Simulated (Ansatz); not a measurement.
InSn₂Sb:
Space group R3m, hexagonal axes (No. 160); a = b = 4.662 Å, c = 22.472 Å, α = β = 90.00°, γ = 120.00°

| atom | site | symmetry | x | y | z |
|---|---|---|---|---|---|
| In | 3a | 3m | 0.0000 | 0.0000 | 0.0080 |
| Sb | 3a | 3m | 0.0000 | 0.0000 | 0.8794 |
| Sn | 3a | 3m | 0.0000 | 0.0000 | 0.4943 |
| Sn | 3a | 3m | 0.0000 | 0.0000 | 0.3682 |
(The calculation used a cell of 4 atoms; values per cell refer to that cell.)

Relaxed at zero pressure with plane-wave PAW PBEsol (Ansatz code).

The volume is lowered by 3 % and shape and atoms relax at that volume. What pressure results, and how do the axes share the change?

1.3 GPa; a -0.9 %, b -0.9 %, c -1.3 %; the energy rises by 4 meV/atom.

Give the new structure.


Space group R3m, hexagonal axes (No. 160); a = b = 4.621 Å, c = 22.179 Å, α = β = 90.00°, γ = 120.00°

```
atom  site  symmetry       x       y       z
----  ----  --------  ------  ------  ------
In      3a        3m  0.0000  0.0000  0.0084
Sb      3a        3m  0.0000  0.0000  0.8796
Sn      3a        3m  0.0000  0.0000  0.4943
Sn      3a        3m  0.0000  0.0000  0.3677
```

The phase is kept; no other phase was compared at this pressure.

The start of the workflow was typed in or built on a structure type; neither database checked (COD, Materials Project) lists it. Its standing as an ambient phase is unchecked. The cell was relaxed with PBEsol under the symmetry of its start; whether a distortion lowers the energy is not shown. The volume moved by 31 % from the start of the relaxation. Spin–orbit coupling is left out wherever it is not named.

Potentials: the earlier of the program's two PAW sets. The files were generated under PBE; for other functionals the program regenerates the frozen cores, and for LDA and PBEsol the local potential too.
